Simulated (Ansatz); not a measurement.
TiAl:
Space group P4/mmm (No. 123); a = 2.8100 Å, b = 2.8100 Å, c = 4.0661 Å, α = 90.00°, β = 90.00°, γ = 90.00°

```json
[
 {"atom": "Al", "site": "1d", "symmetry": "4/mmm", "x": "0.5000", "y": "0.5000", "z": "0.5000"},
 {"atom": "Ti", "site": "1a", "symmetry": "4/mmm", "x": "0.0000", "y": "0.0000", "z": "0.0000"}
]
```

Relaxed with r²SCAN.

**Question.** Decompose the optical modes at the zone centre into irreducible representations, and say which are infrared and Raman allowed.

**Answer.** Point group 4/mmm: Γ_opt = A2u + Eu. Infrared: A2u, Eu. Raman: none.

**Question.** Assign frequencies (DFPT, DFT-r²SCAN in the program Ansatz with PAW potentials).

**Answer.** Eu 278, A2u 313 cm⁻¹.

The r²SCAN relaxation kept the symmetry of its start; of distortions, only those at the zone centre were tested. No spin polarisation was allowed. As this level gives no gap, phonon frequencies hold no LO–TO term and depend on the k-mesh and smearing (Fermi–Dirac, 0.1 eV here). Axis ratios of metals converge slowly with the k-mesh, so a and c are less sure than the volume.

Potentials: the later of the program's two PAW sets.
